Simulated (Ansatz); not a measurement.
Level of theory: DFT PBE, scalar-relativistic, plane waves, PAW in Ansatz 0.2.0. All cells share a 420 eV cutoff and Γ-centred k meshes spaced at most about 0.3 Å⁻¹ (about 0.25 or finer for metals, 2π included). No spin polarisation in the final relaxations.

These are static total energies at zero pressure. All come from trial cells, and lower structures may exist.

Question: Order these relaxed structures of Be4Se by energy, lowest first, with the energy over the lowest of them.
A.

Space group Pm-3m (No. 221). a = 3.964 Å, b = 3.964 Å, c = 3.964 Å, α = 90.00°, β = 90.00°, γ = 90.00°
```tsv
atom	site	symmetry	x	y	z
Be	1a	m-3m	0.0000	0.0000	0.0000
Be	3d	4/mm.m	0.5000	0.0000	0.0000
Se	1b	m-3m	0.5000	0.5000	0.5000
```

B.

Space group P-4m2 (No. 115). a = 4.235 Å, b = 4.235 Å, c = 5.351 Å, α = 90.00°, β = 90.00°, γ = 90.00°
| atom | site | symmetry | x | y | z |
| --- | --- | --- | --- | --- | --- |
| Be | 4j | .m. | 0.2528 | 0.0000 | 0.8511 |
| Se | 1d | -4m2 | 0.0000 | 0.0000 | 0.5000 |

C.

Space group C222_1 (No. 20). a = 5.230 Å, b = 5.251 Å, c = 9.630 Å, α = 90.00°, β = 90.00°, γ = 90.00°
```tsv
atom	site	symmetry	x	y	z
Be	8c	1	0.2505	0.9998	0.3943
Be	8c	1	0.5040	0.7541	0.4952
Se	4b	.2.	0.5000	0.7492	0.2500
```

D.

Space group Cmmm (No. 65). a = 5.356 Å, b = 6.718 Å, c = 3.458 Å, α = 90.00°, β = 90.00°, γ = 90.00°
```csv
atom,site,symmetry,x,y,z
Be,4h,2mm,0.6796,0.0000,0.5000
Be,4i,m2m,0.5000,0.8420,0.0000
Se,2a,mmm,0.0000,0.0000,0.0000
```

Answer: C (0 meV/atom), D (194 meV/atom), B (306 meV/atom), A (457 meV/atom). Forms: C C222_1; D Cmmm; B P-4m2; A Pm-3m. Counting Be atoms around Se (those within 1.25 times the shortest such distance or 1.15 times the sum of covalent radii; a plus sign parts nearer from farther groups; the shortest distance is added where it is long for a bond): C has Se 6; D has Se 6; B has Se 4; A has Se 12+8 from 2.8 Å. Even the lowest lies +0.28 eV/atom against the elements.

Cells relaxed within their symmetry can be saddle points. The C222_1 cell of Be4Se came from shaking the P-4m2 one. Some candidate types were left out of the draw beforehand, so a known form may be missing.
